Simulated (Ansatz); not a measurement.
Here is an unrelaxed guess for Nb₃C₂.

```cif
data_structure
_symmetry_space_group_name_H-M 'P-6m2'
_symmetry_Int_Tables_number 187
_cell_length_a 3.7552
_cell_length_b 3.7552
_cell_length_c 6.6593
_cell_angle_alpha 90.000
_cell_angle_beta 90.000
_cell_angle_gamma 120.000
_cell_volume 81.33
loop_
_atom_site_label
_atom_site_type_symbol
_atom_site_symmetry_multiplicity
_atom_site_Wyckoff_symbol
_atom_site_fract_x
_atom_site_fract_y
_atom_site_fract_z
_atom_site_occupancy
Nb1 Nb 2 i 0.66667 0.33333 0.19585 1
Nb2 Nb 1 f 0.66667 0.33333 0.50000 1
C1 C 1 e 0.66667 0.33333 0.00000 1
C2 C 1 a 0.00000 0.00000 0.00000 1
```

Theory: DFT PBE, scalar-relativistic, plane waves, PAW in Ansatz. Cutoff 420 eV; k points 6×6×4 on the computed 5-atom cell (Γ-centred); Gaussian smearing, width 0.10 eV; no spin polarisation.

Energies over the elements count from the elements' standard structures at the same level, with no fitted energy shifts.

Question: How far from equilibrium is it?

Answer: The pressure is 117.2 GPa (the mean over three directions, positive in compression), the largest force is 43.20 eV/Å, and the energy is +7.38 eV/atom against the elements. The shortest distance is 1.30 Å, so close that the PAW spheres overlap strongly and these values are rough.

Question: Is it a good guess?

Answer: A poor one: relaxing gains about 6.6 eV/atom (the start's value is from the coarse mesh, so the gain is rough) in 23 ionic steps and ends at +0.78 eV/atom on the finer mesh. The symmetry stays P-6m2 (No. 187). The volume per atom shrinks by 18.1 %, from 16.3 to 13.3 Å³. The shortest distance goes from 1.30 Å (Nb–C) to 1.60 Å (C–C). The ratio c/a of the conventional cell changes by a factor of 2.03. Conventional cell: a = 2.775 Å, c = 9.987 Å. Nb on a site of symmetry 3m is surrounded by 1 C at 2.26 Å, 7 Nb at 2.73–2.77 Å and 3 C at 2.77 Å; Nb on a site of symmetry -6m2 has 8 Nb at 2.73–2.77 Å; C on its first site is surrounded by 3 C at 1.60 Å and 2 Nb at 2.26 Å; 1 more site not described.

The last run used an 18×18×4 mesh (in the run's order of axes) for its 5-atom cell and Gaussian smearing of 0.10 eV. The reference form of C is held partly by dispersion forces, which this level lacks. The relaxation can't lower the symmetry of the start, and the grade says only how near the guess is to its own end. A structure relaxed within its symmetry needn't be a true minimum. Another cell of Nb3C2 relaxed alike, in Cmmm, lies 1.20 eV/atom lower, so this cell isn't the stable form at this level.
